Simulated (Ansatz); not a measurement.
CS14 in space group R-3m (No. 166; S on 18f, S on 18h, C on 3b, S on 6c), plane-wave PAW r²SCAN+D4 (Ansatz code). The conduction-band minimum lies at T, with 1 equivalent valley. Second derivatives d²E/dk² of the lowest band at one valley (eV·Å²), along Cartesian directions:

| direction | d²E/dk² |
|---|---|
| [100] | 15.37 |
| [010] | 15.37 |
| [001] | 8.890 |
| [110] | 15.37 |
| [101] | 12.12 |
| [011] | 12.12 |

Q: Find the principal effective masses, the density-of-states mass and the conductivity mass.

A: Off-diagonal terms follow from H_xy = H[110] − (H_xx + H_yy)/2, and m*/mₑ = 7.620 eV·Å² over each eigenvalue: 0.50, 0.50, 0.86. One valley's DOS mass (m₁m₂m₃)^(1/3) = 0.60, conductivity mass 3/(Σ 1/mᵢ) = 0.58 mₑ.

Q: What effective density of states Nc follows at 300 K for parabolic valleys?

A: Nc = 2.509e19 × 1 × (0.60)^(3/2) ≈ 1.2e19 cm⁻³.

The workflow started from an entry of the Crystallography Open Database (COD). Whether it is the stable phase at ambient conditions was not checked. Symmetry was held in the r²SCAN+D4 relaxation; its stability against distortions is not shown here.

Potentials: the later of the program's two PAW sets.

Edges and masses are those of Kohn–Sham bands, whose gap is no quasiparticle gap.
